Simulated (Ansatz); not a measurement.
## Ca2CuO3: do energies and stresses tell the same story?

Level of theory: DFT PBEsol, scalar-relativistic, plane waves, PAW in Ansatz 0.2.0.

Plane waves to 420 eV, a k mesh through Γ of 14×14×14 on the computed 6-atom cell and Gaussian smearing (0.10 eV); no spin polarisation.

Relaxed cell: Immm, a = 3.233 Å, b = 3.778 Å, c = 11.995 Å, α = 90.00°, β = 90.00°, γ = 90.00°, 6 atoms in the primitive cell. Whether it is the stable form of this composition wasn't checked.

Energies at zero smearing and pressures from the stress tensor, at volumes with shape and atoms relaxed:
| V (Å³/atom) | E − E(first) (meV/atom) | P (GPa) |
| --- | --- | --- |
| 11.478 | 0.00 | 8.27 |
| 11.844 | -13.65 | 3.81 |
| 12.211 | -17.88 | -0.01 |
| 12.577 | -14.05 | -3.27 |
| 12.943 | -3.33 | -6.05 |

Problem. Check P = −dE/dV between neighbouring volumes, and get the bulk modulus from the pressures alone.

Solution. With 1 eV/Å³ = 160.2 GPa:
```csv
middle V (Å³/atom),−ΔE/ΔV (GPa),mean P (GPa)
11.661,5.971,6.037
12.027,1.850,1.900
12.394,-1.677,-1.641
12.760,-4.687,-4.664
```

The two differ by 0.07 GPa at most. The mean of two end pressures misses the average over a step by about ΔV² P″/12, up to 0.06 GPa here; with that taken off 0.02 GPa remains. Around V = 12.211 Å³/atom, the two neighbours give B = −V ΔP/ΔV = 12.211 × 7.08 / 0.733 = 118.0 GPa, against B0 = 117.2 GPa from the Birch–Murnaghan fit of the energies.

Spin polarisation was left out, and a magnetic state may lie lower.

A ferromagnetic start lost its moments in a first run, so spin was left out; other magnetic orders weren't tried.

Cost: 6 runs of about 20 core-minutes in all, on Intel Xeon 6975P-C (Granite Rapids) (shared hosts).